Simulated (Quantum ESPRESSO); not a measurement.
# Strain and stress in Si14NB

Calculated results; nothing here was measured. They come from pw.x of Quantum ESPRESSO 7.5, a plane-wave density functional program, with PseudoDojo standard norm-conserving files (v0.5 for PBE, v0.4.1 for LDA and PBEsol). The cells are made up: elements, strain and atom displacements were drawn at random, and nothing was relaxed. There is no spin polarisation, spin-orbit coupling or dispersion term.

The cell has 16 sites of a zincblende or diamond lattice (two cubes along c). Sites 1 to 8 hold Si Si Si Si Si Si Si N; sites 9 to 16 hold Si Si Si Si Si Si Si B. Cell vectors in Å: (5.250, 0.059, -0.005); (0.059, 5.448, 0.022); (-0.011, 0.045, 10.658). Settings: PBE, cutoff 1143 eV, 6 x 6 x 4 k mesh shifted by half a step, Fermi-Dirac smearing of 0.1 eV.

Each run adds the same linear strain along x, y and z to one cell, with the atoms carried along; the vectors above are those of run 5. Stress is positive in tension and P is minus a third of its trace. E is the free energy for each atom above the lowest run shown.

| run | strain (%) | s_xx (GPa) | s_yy (GPa) | s_zz (GPa) | s_xy (GPa) | P (GPa) | E (meV/atom) |
| --- | --- | --- | --- | --- | --- | --- | --- |
| 1 | -2.16 | -6.56 | -2.89 | -5.06 | 0.95 | 4.84 | 12.63 |
| 2 | -1.61 | -4.74 | -1.06 | -3.23 | 0.92 | 3.01 | 5.22 |
| 4 | -0.61 | -1.74 | 1.92 | -0.23 | 0.84 | 0.01 | 0.00 |
| 5 | -0.18 | -0.57 | 3.08 | 0.94 | 0.82 | -1.15 | 0.91 |
| 6 | 0.84 | 1.95 | 5.56 | 3.45 | 0.75 | -3.65 | 9.85 |
| 7 | 1.85 | 4.11 | 7.67 | 5.59 | 0.70 | -5.79 | 27.55 |
| 3 | -1.27 | ? | ? | ? | ? | ? | ? |

A rerun of one of these cells at 1437 eV and k mesh 8 x 8 x 6 moved values by no more than 0.002 eV in the cell's energy, 0.02 GPa in stress and 0.010 eV/Å in force.

## Worked fit

A parabola through the six runs shown gives P = -1.63 - 2.59 e + 0.185 e² GPa, with e in per cent and a scatter of 0.02 GPa. A linear strain of 1 % changes the volume by about 3 %, so the bulk modulus of this cell with clamped atoms is about 86 ± 1 GPa at e = 0. The error is the larger of the fit's own and the change that a cubic makes, rounded up.

## Withheld run

Question: what P should run 3 give?

The fit gives 1.96 GPa. The calculation gave 1.95 GPa.

| run | strain (%) | s_xx (GPa) | s_yy (GPa) | s_zz (GPa) | s_xy (GPa) | P (GPa) | E (meV/atom) |
| --- | --- | --- | --- | --- | --- | --- | --- |
| 3 | -1.27 | -3.68 | 0.00 | -2.16 | 0.89 | 1.95 | 2.25 |